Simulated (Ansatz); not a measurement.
Al vacancy in LaAl2Ge2, calculated

Level of theory: PBEsol, no spin polarisation, scalar-relativistic; Ansatz, plane waves to 420 eV (PAW set soft_2), k-mesh 3×3×3.

The relaxed host crystal (no gap at this level of theory):

```yaml
crystal:
  lattice:
    - [4.27133, 0.00000, 0.00000]
    - [-2.13567, 3.69908, 0.00000]
    - [0.00000, 0.00000, 6.95546]
  atoms:
    - { symbol: La, position: [0.00000, 0.00000, 0.00000] }
    - { symbol: Al, position: [0.33333, 0.66667, 0.63819] }
    - { symbol: Al, position: [0.66667, 0.33333, 0.36181] }
    - { symbol: Ge, position: [0.33333, 0.66667, 0.26886] }
    - { symbol: Ge, position: [0.66667, 0.33333, 0.73114] }
```

Supercell of 20 atoms, rows of the matrix [[1,0,1],[1,0,-1],[0,2,0]] times the cell vectors; Al vacancy at (0.333, 0.667, 0.638) in fractions of the cell above. Atoms are relaxed at the host's cell, from a start shaken by 0.03 Å near the defect. The cell loses 1 of its 8 Al, so this is a heavily defective crystal.

Distances from the empty Al site (Å), by shell of the perfect crystal:

| shell | perfect crystal | relaxed, charge 0 |
| --- | --- | --- |
| 4 Ge | 2.55 (2.55 to 2.57) | 2.51 (2.42 to 2.78) |
| 3 Al | 3.13 | 3.02 (3.01 to 3.03) |

```
charge  gap of the cell on the mesh (eV)
     0                              0.00
```

Formation energy of the neutral defect: 1.00 eV, taking atoms from and to the elements' standard states (no corrections for gases), so it belongs to those chemical potentials alone.

Relaxed cell at charge 0:

```
LaAl2Ge2 V_Al charge 0
1.0
     4.2713    0.0000    6.9555
     4.2713    0.0000   -6.9555
    -4.2713    7.3982    0.0000
La Al Ge
4 7 8
Direct
  0.9968 0.9992 0.5003
  0.9956 0.0014 0.9988
  0.4994 0.5017 0.5003
  0.4991 0.4996 0.0002
  0.5014 0.8573 0.8415
  0.9832 0.3353 0.3204
  0.9823 0.3381 0.8410
  0.5114 0.1406 0.1712
  0.5100 0.1433 0.6546
  0.0295 0.6585 0.1717
  0.0137 0.6504 0.6660
  0.2835 0.0466 0.3315
  0.3014 0.0338 0.8344
  0.8001 0.5280 0.3297
  0.7992 0.5316 0.8347
  0.6895 0.9573 0.1758
  0.6878 0.9596 0.6492
  0.2161 0.4837 0.1753
  0.1977 0.4683 0.6675
```

Caveats: small supercell, so energies and levels can be off by tenths of an eV; one random start near the defect, so other minima are possible.
